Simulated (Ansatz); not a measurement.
CsPb₂Br₅ (I4/mcm) from a database structure at its r2SCAN geometry, run in the plane-wave code Ansatz at 2 levels of theory. No spin polarisation and no zero-point or thermal motion.

The r2SCAN input:
```yaml
crystal:
  lattice:
    - [-4.2638869496, 4.2638869496, 7.7741503963]
    - [4.2638869496, -4.2638869496, 7.7741503963]
    - [4.2638869496, 4.2638869496, -7.7741503963]
  atoms:
    - { symbol: Cs, position: [0.75, 0.75, 0.0] }
    - { symbol: Cs, position: [0.25, 0.25, 0.0] }
    - { symbol: Pb, position: [0.6682561614, 0.8317438386, 0.5] }
    - { symbol: Pb, position: [0.3317438386, 0.1682561614, 0.5] }
    - { symbol: Pb, position: [0.8317438386, 0.3317438386, 0.1634876773] }
    - { symbol: Pb, position: [0.1682561614, 0.6682561614, 0.8365123227] }
    - { symbol: Br, position: [0.5, 0.5, 0.0] }
    - { symbol: Br, position: [0.0, 0.0, 0.0] }
    - { symbol: Br, position: [0.7191712592, 0.5270911871, 0.5] }
    - { symbol: Br, position: [0.2808287408, 0.4729088129, 0.5] }
    - { symbol: Br, position: [0.0270911871, 0.2191712592, 0.5] }
    - { symbol: Br, position: [0.9729088129, 0.7808287408, 0.5] }
    - { symbol: Br, position: [0.5270911871, 0.0270911871, 0.8079199279] }
    - { symbol: Br, position: [0.4729088129, 0.9729088129, 0.1920800721] }
    - { symbol: Br, position: [0.2191712592, 0.7191712592, 0.1920800721] }
    - { symbol: Br, position: [0.7808287408, 0.2808287408, 0.8079199279] }
kpoints:
  mp_grid: { grid: [4, 4, 4] }
  band_path:
    path:
      - [0.0, 0.0, 0.0]
      - [0.0, 0.0, 0.5]
      - [0.25, 0.25, 0.25]
      - [0.0, 0.5, 0.0]
      - [0.5, 0.5, -0.5]
      - [0.3252047887, 0.6747952113, -0.3252047887]
      - [-0.3252047887, 0.3252047887, 0.3252047887]
      - [-0.1504095774, 0.1504095774, 0.5]
      - [0.5, 0.5, -0.1504095774]
      - [0.260417, -0.260417, 0.260417]
    npoints: 1
hamiltonian:
  xc: r2scan
scf:
  occupations: { method: fixed }
  n_extra_bands: 8
output:
  forces: true
  stress: true
  eigenvalues: true
```

Main results, then, where recorded, the levels near the gap in eV from the Fermi energy (columns number the bands from 0), one row a point of the path (Γ, X, P, N, M, S, S₀, R, G, S₀–Γ (0.20)):
```
Crystal: 16 atoms, lattice volume = 565.359 Å³
Symmetry: 16 space group operations
Space group: I4/mcm (ITA 140)
```
```
Basis set: ecut = 500 eV, 14345 PW (Γ)
Bands: 80, of which v1, the nominal top of the filled ones, is band 72 counted from 1 (71 counted from 0)
k-points: 13 of 64
Free energy (F): -87005.440215 eV
Fermi energy:    3.006378 eV
--- Forces (eV/Å), atoms counted from 1 ---
  atom   1  Cs      0.00000      0.00000      0.00000
  atom   2  Cs      0.00000      0.00000      0.00000
  atom   3  Pb    -0.00014      0.00014      0.00000
  atom   4  Pb      0.00014    -0.00014      0.00000
  atom   5  Pb    -0.00014    -0.00014      0.00000
  atom   6  Pb      0.00014      0.00014      0.00000
  atom   7  Br      0.00000      0.00000      0.00000
  atom   8  Br      0.00000      0.00000      0.00000
  atom   9  Br      0.00011    -0.00011    -0.00081
  atom  10  Br    -0.00011      0.00011      0.00081
  atom  11  Br    -0.00011      0.00011    -0.00081
  atom  12  Br      0.00011    -0.00011      0.00081
  atom  13  Br      0.00011      0.00011    -0.00081
  atom  14  Br    -0.00011    -0.00011      0.00081
  atom  15  Br    -0.00011    -0.00011    -0.00081
  atom  16  Br      0.00011      0.00011      0.00081
--- Stress (GPa, compression-positive) ---
        0.004783       0.000000       0.000000
        0.000000       0.004783       0.000000
        0.000000       0.000000       0.002508
  P = ⅓ Tr σ = 0.0040 GPa (0.040 kbar)
```
```tsv
band_69	band_70	band_71	band_72	band_73	band_74
-0.320	-0.320	-0.296	3.479	4.004	4.160
-0.278	-0.248	-0.233	3.718	3.736	4.265
-0.291	-0.228	-0.228	3.727	3.727	4.405
-0.438	-0.030	-0.030	4.230	4.230	4.387
-0.260	-0.260	-0.198	3.455	3.812	3.838
-0.346	-0.054	-0.039	4.036	4.127	4.288
-0.346	-0.054	-0.039	4.036	4.127	4.288
-0.294	-0.222	-0.062	3.737	3.883	4.274
-0.294	-0.222	-0.062	3.737	3.883	4.274
-0.436	-0.068	0.001	4.176	4.259	4.345
```

r2SCAN gives an indirect gap of 3.45 eV, from S₀–Γ (0.20 of the way from S₀) to M; the least direct gap is 3.65 eV at M. The lowest empty level at Γ lies only 24 meV higher, so the place of the conduction bottom isn't settled.

Problem. In the first input these blocks are replaced (the band path and keys that only write files left aside):
```yaml
hamiltonian:
  xc: pbe0
```
What comes out?

Solution.
```
Basis set: ecut = 420 eV, 10997 PW (Γ)
Bands: 80, of which v1, the nominal top of the filled ones, is band 72 counted from 1 (71 counted from 0)
k-points: 13 of 64
Exchange kernel: α = 0.2500, full range, Wigner–Seitz truncation, v(0) = 37865.4036 eV·Å³, q-mesh 4×4×4
hybrid outer 1: dexx = +6.178e-2 eV, tail = 1.95e-4 eV
hybrid outer 2: dexx = +3.931e-6 eV, tail = 7.44e-8 eV, Δε = 2.24e-3 eV, ΔF = 8.20e-3 eV/Å
hybrid outer 3: dexx = +1.528e-9 eV, tail = 6.63e-10 eV, Δε = 2.19e-5 eV, ΔF = 4.95e-5 eV/Å
Free energy (F): -86846.361584 eV
Fermi energy:    2.328093 eV
--- Forces (eV/Å), atoms counted from 1 ---
  atom   1  Cs      0.00000      0.00000      0.00000
  atom   2  Cs      0.00000      0.00000      0.00000
  atom   3  Pb    -0.04152      0.04152      0.00000
  atom   4  Pb      0.04152    -0.04152      0.00000
  atom   5  Pb    -0.04152    -0.04152      0.00000
  atom   6  Pb      0.04152      0.04152      0.00000
  atom   7  Br      0.00000      0.00000      0.00000
  atom   8  Br      0.00000      0.00000      0.00000
  atom   9  Br      0.01423    -0.01423      0.06402
  atom  10  Br    -0.01423      0.01423    -0.06402
  atom  11  Br    -0.01423      0.01423      0.06402
  atom  12  Br      0.01423    -0.01423    -0.06402
  atom  13  Br      0.01423      0.01423      0.06402
  atom  14  Br    -0.01423    -0.01423    -0.06402
  atom  15  Br    -0.01423    -0.01423      0.06402
  atom  16  Br      0.01423      0.01423    -0.06402
--- Stress (GPa, compression-positive) ---
        0.125027       0.000000       0.000000
        0.000000       0.125027       0.000000
        0.000000       0.000000       0.133561
  P = ⅓ Tr σ = 0.1279 GPa (1.279 kbar)
```
```tsv
band_69	band_70	band_71	band_72	band_73	band_74
-0.450	-0.362	-0.362	4.617	5.126	5.323
-0.316	-0.279	-0.226	4.831	4.853	5.416
-0.287	-0.268	-0.268	4.842	4.842	5.571
-0.586	-0.031	-0.031	5.395	5.395	5.564
-0.332	-0.296	-0.296	4.590	4.937	4.941
-0.489	-0.054	-0.041	5.207	5.283	5.436
-0.489	-0.054	-0.041	5.207	5.283	5.436
-0.303	-0.260	-0.059	4.856	5.007	5.441
-0.303	-0.260	-0.059	4.856	5.007	5.441
-0.529	-0.067	0.002	5.334	5.424	5.521
```
With PBE0 the valence top lies at S₀–Γ (0.20 of the way from S₀) and the conduction bottom at M, 4.59 eV higher; the smallest vertical gap, at G–M (0.28 of the way from G), is 4.86 eV. The lowest empty level at Γ lies only 26 meV higher, so the place of the conduction bottom isn't settled. The mean stress, +0.1 GPa, is small, and the program warns that its thresholds are loose for a hybrid's stress.

Totals of different functionals can't be compared.

Spin-orbit coupling is left out; in compounds of Pb, Bi, Tl or Hg it can lower a gap by up to about 1 eV, split its edges or invert the bands.
